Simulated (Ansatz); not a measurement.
AlN (zinc blende), relaxed and computed with several functionals in Ansatz (plane waves, PAW).

```
functional  a (Å)  gap (eV)  B₀ by P(V) fit (GPa)
----------  -----  --------  --------------------
PBE         4.403      3.31                   193
HSE06       4.365      4.56                   212
r²SCAN      4.370      3.93                   210
```

All cells were relaxed under the symmetry of their starts (and spin orders); stability against distortions was not tested throughout.

Potentials: the earlier of the program's two PAW sets.

Ansatz (a first-principles code) is a plane-wave DFT program.
